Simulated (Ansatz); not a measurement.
Question: Each is relaxed and computed with PBEsol (plane waves, PAW; program Ansatz). Which is the only metal?
A. BaInHO2, P4/mmm (Ba on 1d, In on 1a, O on 2f, H on 1b)
B. ZnInGaO4, R3m (Pearson symbol hR7)
C. LiF, P6_3/mmc (Li on 2d, F on 2c)
D. InMo2C, P6_3/mmc (In on 2d, Mo on 4f, C on 2a)

Answer: D, InMo2C, P6_3/mmc (In on 2d, Mo on 4f, C on 2a). InMo2C: metal; ZnInGaO4: gap 1.17 eV (direct); BaInHO2: gap 0.71 eV (indirect); LiF: gap 7.59 eV (direct). Typed or built starts, not in the databases checked: InMo2C, P6_3/mmc (In on 2d, Mo on 4f, C on 2a); BaInHO2, P4/mmm (Ba on 1d, In on 1a, O on 2f, H on 1b); LiF, P6_3/mmc (Li on 2d, F on 2c). Not the usual ambient phase: LiF, P6_3/mmc (Li on 2d, F on 2c). Unstable at this level: BaInHO2, P4/mmm (Ba on 1d, In on 1a, O on 2f, H on 1b). All cells were relaxed under the symmetry of their starts (and spin orders); stability against distortions was not tested throughout. Named crystals with no word on spin ran without spin polarisation. Spin–orbit coupling is left out wherever it is not named.

Potentials: the earlier of the program's two PAW sets. The files were generated under PBE; for other functionals the program regenerates the frozen cores, and for LDA and PBEsol the local potential too.
